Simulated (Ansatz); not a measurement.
In the program Ansatz at the PBE level (PAW), AlRu2C in the hexagonal phase (P6_3/mmc; Al on 2d, Ru on 4f, C on 2a) relaxes to a = 2.904 Å, c = 13.359 Å. Al has 12 nearest neighbours from 2.66 Å (anticuboctahedral); C has 6 nearest neighbours from 2.10 Å (octahedral). Its formation energy from the elements is 0.064 eV/atom, with no fitted shifts.

Electronic character: metallic (no gap). Gap from PBE with spin–orbit coupling: none (metallic).

The start of the workflow was typed in or built on a structure type; neither database checked (COD, Materials Project) lists it. Its standing as an ambient phase is unchecked. The PBE relaxation kept the symmetry of its start; whether a distortion lowers the energy is not shown. The run is not spin-polarised. The references are the lowest solids computed at this level, not always the standard phases. Scalar-relativistic: spin–orbit coupling is off unless named, which matters more the heavier the elements.

Potentials: the earlier of the program's two PAW sets.
